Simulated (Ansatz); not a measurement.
FeSi2, first-principles data

FeSi₂:
```
FeSi2
1.0
    4.27166     0.00000     0.00000
   -2.13583     3.69936     0.00000
    0.00000     0.00000     2.47870
Fe Si
1 2
Direct
  0.00000   0.00000   0.00000
  0.33333   0.66667   0.50000
  0.66667   0.33333   0.50000
```
The run is spin-polarised; directions of the spins, atom by atom: ↑ 0 0.

Space group P6/mmm (No. 191); conventional cell a = 4.272 Å, b = 4.272 Å, c = 2.479 Å, α = 90.00°, β = 90.00°, γ = 120.00°.

Method: PBE (plane waves, PAW; program Ansatz). The cell and atoms are relaxed at this level. Other levels are named where they apply.

Cell and energy:

```
Quantity                                                     Result
-----------------------------------------------------  ------------
Volume per atom                                            13.06 Å³
Density                                                  4.75 g/cm³
Formation energy from the elements (no fitted shifts)  0.25 eV/atom
```

Electronic structure:

```
Property                                                                     Value
------------------------------------  --------------------------------------------
Electronic character                                             metallic (no gap)
Density of states at the Fermi level  0.51 states/eV per atom (mean over ±0.08 eV)
```

Magnetism:

```
Property                   Value
--------------  ----------------
Magnetic order     ferromagnetic
Net moment      0.81 μB per atom
```

Mechanics:

```
Property                             Result
----------------------------------  -------
Bulk modulus (Birch–Murnaghan fit)  122 GPa
Pressure derivative B′                  4.8
```

The cell is a constructed one: a structure type filled with these elements; neither database checked (COD, Materials Project) lists it. COD files the formula under space group No. 64, 123. Its standing as an ambient phase is unchecked. The PBE relaxation kept the symmetry of its start; its stability against distortions is not shown here. Spin order of the final state: ferromagnetic, chosen from 5 collinear starts compared on coarse meshes (ties went to the first, and starts can fall back to one state), not a proven ground state. The references are the lowest solids computed at this level, not always the standard phases.

Potentials: the later of the program's two PAW sets.
